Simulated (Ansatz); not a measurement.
SiMo (NiAs type, P6_3/mmc) at seven volumes, PBE (plane waves, PAW; program Ansatz), shape and atoms relaxed at each. One row is withheld.

```json
[
 {"V (Å³/atom)": "13.585", "P (GPa)": "?"},
 {"V (Å³/atom)": "14.033", "P (GPa)": "13.50"},
 {"V (Å³/atom)": "14.481", "P (GPa)": "6.20"},
 {"V (Å³/atom)": "14.929", "P (GPa)": "0.00"},
 {"V (Å³/atom)": "15.377", "P (GPa)": "-5.32"},
 {"V (Å³/atom)": "15.825", "P (GPa)": "-9.82"},
 {"V (Å³/atom)": "16.272", "P (GPa)": "-13.65"}
]
```

### Question
Fit the shown pressures and predict the withheld one.

### Answer
P = (3/2)B₀(x^(7/2) − x^(5/2))[1 + (3/4)(B′ − 4)(x − 1)] with x = (V₀/V)^(2/3). Least squares on the six rows gives V₀ = 14.928 Å³/atom, B₀ = 191 GPa, B′ = 4.34. At V = 13.585, x = 1.0649 and P = 22.11 GPa. The run itself gave 22.11 GPa.

The cell is a constructed one: a structure type filled with these elements; neither database checked (COD, Materials Project) lists it. Whether it is the stable phase at ambient conditions was not checked. Symmetry was held in the PBE relaxation; whether a distortion lowers the energy is not shown. The run is not spin-polarised.

Potentials: the later of the program's two PAW sets.
